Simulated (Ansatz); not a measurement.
W:
```
CELL_PARAMETERS angstrom
      0.00000     3.69404     3.69404
      3.69404     0.00000     3.69404
      3.69404     3.69404     0.00000
ATOMIC_POSITIONS crystal
  W  0.75000 0.75000 0.75000
  W  0.50000 0.50000 0.50000
  W  0.12500 0.62500 0.12500
  W  0.12500 0.12500 0.12500
  W  0.62500 0.12500 0.12500
  W  0.12500 0.12500 0.62500
```

Relaxed with PBE. Special points in fractions of this cell's reciprocal vectors: Γ (0.000, 0.000, 0.000); X (0.500, 0.000, 0.500); U (0.625, 0.250, 0.625); K (0.375, 0.375, 0.750); L (0.500, 0.500, 0.500); W (0.500, 0.250, 0.750).

Problem. List the band energies nearest the Fermi level at these points for PBE with spin–orbit coupling in the plane-wave PAW code Ansatz.

Solution. In eV from the Fermi level; about four levels below and three above (degenerate sets whole), none deeper than 8.9 eV; points with the same levels are listed once.

```
k                    below                          above
-  -----------------------  -----------------------------
Γ  -0.44 -0.44 -0.44 -0.44  0.19 0.19 0.67 0.67 0.67 0.67
X  -0.82 -0.82 -0.82 -0.82            0.36 0.36 0.36 0.36
U  -1.12 -1.12 -0.36 -0.36            0.08 0.08 0.51 0.51
L  -0.43 -0.43 -0.27 -0.27            0.36 0.36 0.77 0.77
W  -1.10 -1.10 -0.91 -0.91            0.24 0.24 0.78 0.78
```

Space group Fd-3m. The start of the workflow was typed in or built on a structure type; neither database checked (COD, Materials Project) lists it. It is not the phase usual at ambient conditions (space group No. 229). The cell was relaxed with PBE under the symmetry of its start; its stability against distortions is not shown here. No spin polarisation was allowed.

Potentials: the later of the program's two PAW sets.
